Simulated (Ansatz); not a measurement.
CdSe:
```
CdSe
1.0
    4.30100     0.00000     0.00000
   -2.15050     3.72478     0.00000
    0.00000     0.00000    21.06667
Cd Se
6 6
Direct
  0.00000   0.00000   0.99977
  0.00000   0.00000   0.49977
  0.66667   0.33333   0.83316
  0.33333   0.66667   0.33316
  0.66667   0.33333   0.16654
  0.33333   0.66667   0.66654
  0.00000   0.00000   0.87462
  0.00000   0.00000   0.37462
  0.66667   0.33333   0.70812
  0.33333   0.66667   0.20812
  0.66667   0.33333   0.04149
  0.33333   0.66667   0.54149
```

Tensor components refer to the Cartesian frame of this cell.

Question: Give the proper piezoelectric stress tensor with relaxed ions from DFT-PBEsol in the program Ansatz with PAW potentials.

Answer: In C/m², rows x, y, z, Voigt columns; mesh uncertainty up to 0.00.
```
 0.00   0.00   0.00   0.00   0.08   0.00
 0.00   0.00   0.00   0.08   0.00   0.00
 0.10   0.10  -0.18   0.00   0.00   0.00
```

The elastic tensor of the same run (GPa):

```
74.0  44.5  37.1   0.0   0.0   0.0
44.5  74.0  37.1   0.0   0.0   0.0
37.1  37.1  82.1   0.0   0.0   0.0
 0.0   0.0   0.0  13.2   0.0   0.0
 0.0   0.0   0.0   0.0  13.2   0.0
 0.0   0.0   0.0   0.0   0.0  14.7
```

Question: Convert to strain constants d = e·S.

Answer: In pC/N:
```
 0.0   0.0   0.0   0.0   6.3   0.0
 0.0   0.0   0.0   6.3   0.0   0.0
 2.1   2.1  -4.0   0.0   0.0   0.0
```

Space group P6_3mc. A made-up cell: these elements were put on the sites of a structure type. Its sites differ from those of the usual phase in this space group: another stacking or structure type. The cell was relaxed with PBEsol under the symmetry of its start; whether a distortion lowers the energy is not shown. Signs of piezoelectric constants follow the polarity of the cell as given.

Potentials: the later of the program's two PAW sets.
